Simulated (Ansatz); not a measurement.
MoW:
```cif
data_MoW
_chemical_formula_sum 'Mo1 W1'
_space_group_name_H-M_alt 'P 1'
_space_group_IT_number 1
_cell_length_a 3.16054
_cell_length_b 3.16054
_cell_length_c 3.16054
_cell_angle_alpha 90.000
_cell_angle_beta 90.000
_cell_angle_gamma 90.000
loop_
_space_group_symop_operation_xyz
  'x, y, z'
loop_
_atom_site_label
_atom_site_type_symbol
_atom_site_fract_x
_atom_site_fract_y
_atom_site_fract_z
_atom_site_occupancy
Mo1 Mo 0.00000 0.00000 0.00000 1
W1 W 0.50000 0.50000 0.50000 1
```

This is the r²SCAN-relaxed structure.

Question: All from r²SCAN (plane waves, PAW; program Ansatz), unless another level is named. Predict the formation energy from the elements (no fitted shifts).

Answer: -0.013 eV/atom.

Question: Give the density of states at the Fermi level.

Answer: 0.47 states/eV per atom (mean over ±0.08 eV).

Question: Predict the gap with spin–orbit coupling.

Answer: none (metallic).

Space group Pm-3m (CsCl type). The start of the workflow was typed in or built on a structure type; neither database checked (COD, Materials Project) lists it. Whether it is the stable phase at ambient conditions was not checked. Symmetry was held in the r²SCAN relaxation; its stability against distortions is not shown here. No spin polarisation was allowed. The references are the lowest solids computed at this level, not always the standard phases. Scalar-relativistic: spin–orbit coupling is off unless named, which matters more the heavier the elements.

Potentials: the earlier of the program's two PAW sets.
